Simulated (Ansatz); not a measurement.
Theory: Ansatz 0.2.0, DFT PBE, scalar-relativistic, plane waves, PAW. Settings of the last relaxation (5-atom cell): 420 eV, 14×14×14 k points, Gaussian smearing of 0.10 eV, no spin polarisation.

Formation energies are uncorrected and count from the elements' standard states at the same level.

Question: Give a relaxed trial structure of a tetragonal metal that holds Te and 2 more elements, with a formation energy near −0.91 eV/atom and about 19 Å³ per atom, in a cell of 5 atoms. Its symmetry should be I4/mmm (No. 139).

Answer: Sn₂TeO₂, space group I4/mmm (No. 139). Sn is surrounded by 4 O at 2.25 Å and 4 Te at 3.37 Å; around Te lie 8 Sn at 3.37 Å, 8 O at 3.75 Å and 4 Te at 3.80 Å; around O lie 4 Sn at 2.25 Å, 4 O at 2.69 Å and 4 Te at 3.75 Å.

```
CELL_PARAMETERS angstrom
-1.89901 1.89901 6.47321
1.89901 -1.89901 6.47321
1.89901 1.89901 -6.47321
ATOMIC_POSITIONS crystal
Sn 0.65730 0.65730 0.00000
Sn 0.34270 0.34270 0.00000
Te 0.00000 0.00000 0.00000
O 0.25000 0.75000 0.50000
O 0.75000 0.25000 0.50000
```

The volume per atom is 18.68 Å³, the density is 7.06 g/cm³ and the energy over the elements is −0.91 eV/atom. The gap on the 14×14×14 mesh of the 5-atom cell is 0 eV (a metal).

The cell was found from a structure generator's guess, not taken from experiment. Other answers may fit too; this one was computed.

These runs have no spin–orbit coupling, which can matter for Te. The reference form of Te is held partly by dispersion forces, which this level lacks. A structure relaxed within its symmetry needn't be a true minimum.
